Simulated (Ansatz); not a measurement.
Mg (hcp, Mg type)

```xyz
2
Lattice="3.1862 0.0000 0.0000 -1.5931 2.7593 0.0000 0.0000 0.0000 5.2235" Properties=species:S:1:pos:R:3 pbc="T T T"
Mg     0.0000     1.8395     3.9176
Mg     1.5931     0.9198     1.3059
```

The slice is a (0001) plane (indices of the conventional cell) through the point (0.333, 0.667, 0.750) (fractional), spanned by u = [110] and v = [1 -1 0] in vectors of this cell: u (3.19 Å) and v (5.52 Å, at 90° to u). It covers one period; positions are fractions (u, v).

Method: PBE (plane waves to 420 eV, PAW, scalar-relativistic; Ansatz, a program for electronic structure). k mesh 17×17×9. These are valence fields of a PAW run, semicore shells included where kept as valence: close to a nucleus they are smooth pseudo fields. Mg was relaxed with its symmetry unable to fall. The PAW data are Ansatz's earlier set.

### Question
The ELF has a maximum in the middle third of the Mg–Mg line. Where, and how high?

### Answer
0.58, 1.6 Å from Mg.

### Question
What is the valence density on the shortest Mg–Mg line in this plane (3.19 Å), at its midpoint?

### Answer
0.10 e/Å³.

### Question
Sketch the valence electron density on this plane as a map.

### Answer
```
|@@%%**::              ::**%%|
|##**==..              ..==**|
|--::..                  ..::|
|                            |
|                            |
|                            |
|                            |
|                            |
|          ..::--::..        |
|        ..==**##**==..      |
|        ::**%%@@%%**::      |
|        --##@@@@@@##--      |
|        ::**%%@@%%**::      |
|        ..==**##**==..      |
|          ..::--::..        |
|                            |
|                            |
|                            |
|                            |
|                            |
|--::..                  ..::|
|##**==..              ..==**|
|@@%%**::              ::**%%|
|@@@@##--              --##@@|
```
Scale: ten equal steps from -1.06 (start of ' ') to 1.48 (end of '@'), in the order ' .:-=+*#%@'. Values: log₁₀ of the valence density in e/Å³. The map has 14 points along u (two characters each, u = 0 at the left) and 24 along v (v = 0 in the bottom row). The scale is logarithmic, as a density can span decades between atoms and voids.
